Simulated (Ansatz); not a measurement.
A relaxation computed with Ansatz, from input to last step.

```yaml
crystal:
  lattice:
    - [-5.44370238, 5.44370238, -5.44370238]
    - [-5.44370238, -5.44370238, 5.44370238]
    - [5.44370238, 5.44370238, 5.44370238]
  atoms:
    - { symbol: Si, position: [-0.0005174291, -0.0015196427, 0.7322139012] }
    - { symbol: Si, position: [0.7476972522, 0.2495560797, 0.7468948639] }
    - { symbol: Si, position: [0.7287868151, -0.0041770582, -0.0015118332] }
    - { symbol: Si, position: [0.4981355581, 0.4983616654, 0.7490807082] }
    - { symbol: Si, position: [0.5011558742, 0.2518087156, -0.0012358956] }
    - { symbol: Si, position: [0.5012261578, -9.24869e-05, 0.2506054564] }
    - { symbol: Si, position: [0.249335365, 0.7480727256, 0.7469098142] }
    - { symbol: Si, position: [0.2514429447, 0.5014007529, -0.0012839618] }
    - { symbol: Si, position: [0.2627430529, 0.2644797204, 0.2630393209] }
    - { symbol: Si, position: [0.2514690983, -0.0001644422, 0.5002136507] }
    - { symbol: Si, position: [0.0037549741, 0.7351774521, -0.0025204464] }
    - { symbol: Si, position: [-0.0003888406, 0.5013776629, 0.2506254415] }
    - { symbol: Si, position: [-0.000359466, 0.2517522569, 0.5003084188] }
    - { symbol: Si, position: [0.747781633, 0.7480541673, 0.2484757782] }
    - { symbol: Si, position: [0.7499777779, 0.4983392509, 0.4972195405] }
    - { symbol: Si, position: [0.4981006406, 0.7502319573, 0.4972428952] }
    - { symbol: Si, position: [-0.0003479106, -9.38179e-05, 0.4875030875] }
    - { symbol: Si, position: [0.7496466511, 0.2498599606, 0.498775413] }
    - { symbol: Si, position: [0.7449695828, 0.001781142, 0.7400516607] }
    - { symbol: Si, position: [0.510891486, 0.5111577466, 0.5100015726] }
    - { symbol: Si, position: [0.4995331852, 0.2498461712, 0.7486900584] }
    - { symbol: Si, position: [0.488332222, -3.14275e-05, -0.0012503101] }
    - { symbol: Si, position: [0.2496260987, 0.749841658, 0.4987551684] }
    - { symbol: Si, position: [0.2496672914, 0.4999282397, 0.7487714542] }
    - { symbol: Si, position: [0.2497274572, 0.2542390519, -0.00101813] }
    - { symbol: Si, position: [0.2518858085, -0.0009593482, 0.2462242559] }
    - { symbol: Si, position: [0.0033329183, 0.7484556875, 0.7476566357] }
    - { symbol: Si, position: [-0.0004626333, 0.4885763665, -0.0012584698] }
    - { symbol: Si, position: [0.0003863935, 0.2544092367, 0.2546108693] }
    - { symbol: Si, position: [0.747598747, 0.7446035673, -0.0010630904] }
    - { symbol: Si, position: [0.7496497315, 0.499923574, 0.2487885934] }
    - { symbol: Si, position: [0.4995805168, 0.7498548582, 0.2487149541] }
    - { symbol: Mg, position: [0.0003781933, 0.00114489, -0.0009571426] }
  host:
    lattice:
      - [0.0, 2.72185119, 2.72185119]
      - [2.72185119, 0.0, 2.72185119]
      - [2.72185119, 2.72185119, 0.0]
    atoms:
      - { symbol: Si, position: [0.75, 0.75, 0.75] }
      - { symbol: Si, position: [0.5, 0.5, 0.5] }
total_charge: 2
basis:
  ecutwfc: 500
  xc_grid: 3
kpoints:
  mp_grid: { grid: [2, 2, 2], shift: [0.5, 0.5, 0.5] }
hamiltonian:
  xc: r2scan
scf:
  occupations: { method: gaussian, width: 0.01 }
output:
  forces: true
  stress: false
  eigenvalues: true
  charged_corrections:
    defect_position: [0.0, 0.0, 0.0]
    epsilon: [[11.7104, 0.0, 0.0], [0.0, 11.7104, 0.0], [0.0, 0.0, 11.7104]]
relax:
  adjacent_minimum: "off"
  f_tol: 0.025
  max_steps: 45
```

```bash
ansatz run input.yaml --threads 8 --pin off --max-ram 20480MiB --backend cpu --events-out ev --progress --plain --runs-dir out
```

The calculation used DFT r2SCAN, scalar-relativistic, plane waves, PAW (Ansatz).

The cell holds a point defect: Mg interstitial, charge +2.

Of 4 frames 3 are shown, positions in Å and forces in eV/Å; the SCF threshold varies from step to step.

```xyz
33
Lattice="-5.4437 5.4437 -5.4437 -5.4437 -5.4437 5.4437 5.4437 5.4437 5.4437" Properties=species:S:1:pos:R:3:forces:R:3 pbc="T T T" step=1 free_energy_over_end_meV_per_atom=3.09
Si    3.9970    3.9914    3.9805    0.0486    0.0106    0.2277
Si   -1.3629    6.7776    1.3541   -0.1942   -0.2025    0.1481
Si   -3.9528    3.9818   -3.9983   -0.8639    0.3757   -0.5269
Si   -1.3469    4.0765    4.0790   -0.0041    0.0416   -0.0208
Si   -4.1056    1.3506   -1.3641    0.1516   -0.1535    0.1758
Si   -1.3638    4.0933   -1.3648   -0.0544   -0.0100   -0.0409
Si   -1.3636    1.3510    6.7809   -0.1066    0.0928   -0.0824
Si   -4.1052   -1.3677    1.3537   -0.0632   -0.0876    0.0738
Si   -1.4381    1.4225    1.4414   -0.1319    0.0824    0.0839
Si    1.3550    4.0928    1.3532   -0.2098   -0.2336   -0.2292
Si   -4.0362   -3.9954    3.9679    0.1938   -0.2152    0.2079
Si   -1.3629   -1.3671    4.0958    0.0058    0.0230    0.0248
Si    1.3550    1.3511    4.0960    0.0499    0.0837    0.0891
Si   -6.7903    1.3511    1.3541   -0.0014    0.0317   -0.0348
Si   -4.0888    4.0766    1.3369   -0.1203    0.1216    0.0911
Si   -4.0887    1.3343    4.0794    0.0075   -0.1014   -0.0510
Si    2.6562    2.6524    2.6552   -0.0702   -0.0035   -0.0839
Si   -2.7258    5.4359   -0.0055   -0.0215   -0.0297    0.0355
Si   -0.0365    8.0743   -0.0171    0.4871    0.6207    0.0557
Si   -2.7874    2.7748    2.7777    0.0220    0.0029   -0.0434
Si   -0.0038    5.4349    2.7164    0.0275   -0.0366   -0.0099
Si   -2.6650    2.6517   -2.6653    0.1972   -0.1672    0.1839
Si   -2.7257   -0.0080    5.4381   -0.0218   -0.0372   -0.0011
Si   -0.0045    2.7137    5.4384    0.0290    0.0136    0.0121
Si   -2.7490   -0.0301    0.0190   -0.2871    0.2357   -0.3529
Si   -0.0256    2.7168   -0.0360    0.2498    0.6136    0.4123
Si   -0.0225    0.0138    8.1262    0.2276   -0.3741   -0.2678
Si   -2.6640   -2.6690    2.6553   -0.0070    0.0664   -0.0518
Si   -0.0010    0.0032    2.7689    0.1507   -0.2941   -0.1421
Si   -8.1289    0.0105   -0.0221   -0.0233   -0.0914    0.0253
Si   -5.4480    2.7138   -0.0051    0.0195    0.0062    0.0133
Si   -5.4476   -0.0085    2.7163    0.0413   -0.0312   -0.0164
Mg   -0.0135   -0.0094   -0.0010    0.2718   -0.3537    0.0951
33
Lattice="-5.4437 5.4437 -5.4437 -5.4437 -5.4437 5.4437 5.4437 5.4437 5.4437" Properties=species:S:1:pos:R:3:forces:R:3 pbc="T T T" step=2 free_energy_over_end_meV_per_atom=0.18
Si    3.9978    3.9936    3.9964   -0.0109    0.0078   -0.0158
Si   -1.3598    6.7831    1.3499   -0.0651   -0.0639    0.0660
Si   -4.0020    3.9955   -4.0103   -0.0679    0.0088   -0.0235
Si   -1.3432    4.0750    4.0736   -0.0120   -0.0103    0.0070
Si   -4.1093    1.3555   -1.3709    0.0419   -0.0521    0.0371
Si   -1.3670    4.0923   -1.3668   -0.0055    0.0111   -0.0223
Si   -1.3658    1.3480    6.7822   -0.0261    0.0387   -0.0264
Si   -4.1057   -1.3727    1.3525   -0.0101   -0.0230    0.0390
Si   -1.4434    1.4245    1.4351   -0.0640    0.0964    0.0412
Si    1.3582    4.0936    1.3536   -0.0465   -0.0408   -0.0436
Si   -4.0245   -4.0151    3.9978    0.1455    0.0026   -0.0140
Si   -1.3659   -1.3709    4.0966   -0.0006   -0.0029   -0.0133
Si    1.3563    1.3531    4.0986    0.0280    0.0141    0.0076
Si   -6.7909    1.3504    1.3537    0.0025   -0.0078    0.0154
Si   -4.0856    4.0712    1.3301   -0.0275    0.0402    0.0524
Si   -4.0874    1.3304    4.0745    0.0190   -0.0055   -0.0232
Si    2.6572    2.6558    2.6560    0.0094   -0.0491    0.0043
Si   -2.7248    5.4357   -0.0037    0.0199    0.0229   -0.0304
Si   -0.0031    8.1084   -0.0126    0.0244    0.0587    0.0241
Si   -2.7863    2.7742    2.7736    0.0383   -0.0574   -0.0082
Si   -0.0024    5.4346    2.7108   -0.0213    0.0304    0.0123
Si   -2.6740    2.6603   -2.6754    0.1081   -0.1040    0.0891
Si   -2.7270   -0.0107    5.4365    0.0210    0.0285    0.0017
Si   -0.0059    2.7122    5.4395   -0.0214   -0.0148   -0.0141
Si   -2.7757   -0.0122   -0.0033    0.0367    0.0581   -0.0801
Si   -0.0075    2.7555   -0.0089   -0.0089   -0.0021    0.0642
Si   -0.0041   -0.0112    8.1135   -0.0212   -0.0430    0.0079
Si   -2.6714   -2.6762    2.6608    0.0166   -0.0071   -0.0147
Si   -0.0020   -0.0060    2.7670   -0.0122   -0.0627   -0.0460
Si   -8.1236   -0.0121   -0.0080   -0.0397    0.0571   -0.0264
Si   -5.4490    2.7120   -0.0060   -0.0185   -0.0090   -0.0145
Si   -5.4463   -0.0137    2.7128   -0.0343    0.0298    0.0167
Mg   -0.0073   -0.0226    0.0062    0.0025    0.0500   -0.0694
33
Lattice="-5.4437 5.4437 -5.4437 -5.4437 -5.4437 5.4437 5.4437 5.4437 5.4437" Properties=species:S:1:pos:R:3:forces:R:3 pbc="T T T" step=4 free_energy_over_end_meV_per_atom=0.00
Si    3.9976    3.9930    3.9956    0.0001   -0.0033    0.0034
Si   -1.3647    6.7752    1.3539   -0.0005   -0.0007   -0.0021
Si   -4.0071    3.9927   -4.0099   -0.0038   -0.0005    0.0012
Si   -1.3470    4.0737    4.0765    0.0013   -0.0016    0.0023
Si   -4.1071    1.3500   -1.3665   -0.0025   -0.0022    0.0017
Si   -1.3660    4.0921   -1.3673    0.0031   -0.0020    0.0003
Si   -1.3659    1.3502    6.7791    0.0042    0.0002    0.0005
Si   -4.1069   -1.3708    1.3536    0.0038    0.0000    0.0012
Si   -1.4459    1.4307    1.4345   -0.0012    0.0007    0.0031
Si    1.3554    4.0916    1.3532    0.0001   -0.0029   -0.0020
Si   -4.0084   -4.0124    3.9957    0.0025   -0.0013    0.0018
Si   -1.3650   -1.3702    4.0954    0.0002    0.0006   -0.0008
Si    1.3551    1.3502    4.0956   -0.0017    0.0017    0.0007
Si   -6.7905    1.3502    1.3540    0.0005   -0.0028   -0.0024
Si   -4.0884    4.0734    1.3348    0.0016    0.0015    0.0032
Si   -4.0886    1.3317    4.0770   -0.0014   -0.0012   -0.0031
Si    2.6570    2.6519    2.6558   -0.0024    0.0020   -0.0027
Si   -2.7266    5.4341   -0.0067   -0.0021   -0.0014    0.0037
Si   -0.0051    8.1110   -0.0067   -0.0001    0.0042   -0.0002
Si   -2.7866    2.7713    2.7750   -0.0022    0.0023   -0.0018
Si   -0.0044    5.4331    2.7151   -0.0015    0.0031    0.0012
Si   -2.6680    2.6518   -2.6686    0.0050    0.0017   -0.0006
Si   -2.7267   -0.0098    5.4369   -0.0022   -0.0041    0.0008
Si   -0.0056    2.7119    5.4373    0.0004   -0.0007   -0.0021
Si   -2.7712   -0.0102   -0.0063   -0.0007   -0.0002   -0.0013
Si   -0.0059    2.7564   -0.0070    0.0043    0.0010    0.0022
Si   -0.0051   -0.0100    8.1142    0.0010   -0.0001   -0.0015
Si   -2.6666   -2.6726    2.6559   -0.0034    0.0049   -0.0036
Si   -0.0043   -0.0104    2.7598   -0.0022    0.0004   -0.0036
Si   -8.1260   -0.0096   -0.0070   -0.0010    0.0007    0.0008
Si   -5.4489    2.7118   -0.0063    0.0004   -0.0009   -0.0017
Si   -5.4486   -0.0105    2.7151    0.0000    0.0027    0.0012
Mg   -0.0050   -0.0100   -0.0067    0.0004   -0.0013    0.0005
```

It took 74 s on 8 threads of AMD EPYC (Zen 3) (shared host), peak memory 2.3 GiB.